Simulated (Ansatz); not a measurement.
**How YSe (Fm-3m) stiffens under pressure**

```
Y Se
1.0
     0.00000    2.84533    2.84533
     2.84533    0.00000    2.84533
     2.84533    2.84533    0.00000
Y Se
1 1
Direct
  0.50000 0.50000 0.50000
  0.00000 0.00000 0.00000
```

This is the zero-pressure cell. At each pressure cell and atoms are relaxed in this structure, and the constants are slopes of the stress at strains of ±0.005 with relaxed ions (the coefficients that govern stability under load). Level: PBEsol, PAW on Ansatz 0.2.0's default frozen-core files (fitted under PBE), scalar-relativistic; k mesh 14×14×14, strains of ±0.005, Fermi-Dirac smearing of 0.050 eV, cutoff 420 eV. P is the pressure of the relaxed cell, less that of this one.

| P (GPa) | V/V₀ | C11 (GPa) | C12 (GPa) | C44 (GPa) |
| --- | --- | --- | --- | --- |
| 0.00 | 1.0000 | 218.9 | 21.1 | 13.0 |
| 0.98 | 0.9890 | 230.0 | 21.9 | 13.1 |
| 2.01 | 0.9782 | 241.5 | 22.9 | 13.1 |
| 4.04 | 0.9585 | 263.6 | 24.6 | 13.0 |
| 6.97 | 0.9334 | 294.7 | 27.2 | 12.6 |
| 10.01 | ? | ? | ? | ? |
| 14.99 | 0.8782 | 375.8 | 34.0 | 10.4 |

**Question.** Does the bulk modulus from the constants agree with the pressure-volume curve?

**Answer.** A third-order Birch-Murnaghan fit to the volumes shown (F against f, f = [(V₀/V)^(2/3) − 1]/2) gives B₀ = 87.0 GPa and B′ = 4.3. Its −V dP/dV stands beside (C11 + 2C12)/3:

```csv
P (GPa),from P(V),from the constants
0.00,87.0,87.0
0.98,91.3,91.3
2.01,95.7,95.7
4.04,104.2,104.3
6.97,116.2,116.3
14.99,148.2,147.9
```

**Question.** What are the pressure derivatives at zero pressure?

**Answer.** Slopes at V₀ of quadratic fits in −ln(V/V₀) through the first four rows shown, divided by B₀: dC11/dP = 11.4, dC12/dP = 0.9, dC44/dP = 0.1. The mean slopes up to 2.0 GPa are 11.2, 0.9, 0.0; curvature and scatter of the constants part the two. The combination (dC11/dP + 2 dC12/dP)/3 = 4.4 stands against B′.

**Question.** Fill the row at 10.01 GPa.

**Answer.** Cubic fits in −ln(V/V₀) through all rows shown give C11 = 326.1, C12 = 29.8, C44 = 11.9 GPa. Computed: V/V₀ = 0.9105, C11 (GPa) = 326.1, C12 (GPa) = 29.8, C44 (GPa) = 11.9.

**Question.** Does a shear stiffness soften?

**Answer.** C44 goes from 13.0 to 10.4 GPa, through a maximum of 13.1 near 2 GPa; (C11 − C12)/2 goes from 98.9 to 170.9 GPa. C44 softens under pressure, though the lattice stays mechanically stable over this range.

Keep in mind: no other phase was computed; many crystals of this kind change structure within this range, and rows or crossings beyond such a change describe a metastable lattice; frozen-core PAW files fitted under PBE, their cores solved anew for the functional of the run; responses of metals move with mesh and smearing; the softest shear constant rests on one k mesh, and a soft shear can herald a distortion on cooling; phonons weren't checked at these pressures.
